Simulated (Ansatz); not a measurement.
**Data sheet: TaGe (DFT)**

TaGe:
```cif
data_GeTa
_chemical_formula_sum 'Ta1 Ge1'
_space_group_name_H-M_alt 'P-6m2'
_space_group_IT_number 187
_space_group_name_Hall 'P -6 2'
_cell_length_a 3.09034
_cell_length_b 3.09034
_cell_length_c 4.12886
_cell_angle_alpha 90.000
_cell_angle_beta 90.000
_cell_angle_gamma 120.000
loop_
_atom_site_label
_atom_site_type_symbol
_atom_site_symmetry_multiplicity
_atom_site_Wyckoff_symbol
_atom_site_fract_x
_atom_site_fract_y
_atom_site_fract_z
_atom_site_occupancy
Ta1 Ta 1 a 0.00000 0.00000 0.00000 1
Ge1 Ge 1 f 0.66667 0.33333 0.50000 1
```

Space group P-6m2 (No. 187); conventional cell a = 3.090 Å, b = 3.090 Å, c = 4.129 Å, α = 90.00°, β = 90.00°, γ = 120.00°.

Method: the program Ansatz at the PBE level (PAW). Geometry: relaxed at this level of theory. Other levels are named where they apply.

Cell and energy:

```yaml
volume_per_atom: 17.07 Å³
density: 12.33 g/cm³
Formation energy from the elements (no fitted shifts): -0.14 eV/atom
```

Electronic structure:

```yaml
electronic_character: metallic (no gap)
Density of states at the Fermi level: 0.41 states/eV per atom (mean over ±0.08 eV)
```

Mechanics:

```yaml
Bulk modulus (Birch–Murnaghan fit): 164 GPa
Pressure derivative B′: 4.4
```

The cell is a constructed one: a structure type filled with these elements; neither database checked (COD, Materials Project) lists it. Its standing as an ambient phase is unchecked. The PBE relaxation kept the symmetry of its start; its stability against distortions is not shown here. The run is not spin-polarised. The references are the lowest solids computed at this level, not always the standard phases. Scalar-relativistic: spin–orbit coupling is off unless named, which matters more the heavier the elements.

Potentials: the later of the program's two PAW sets.
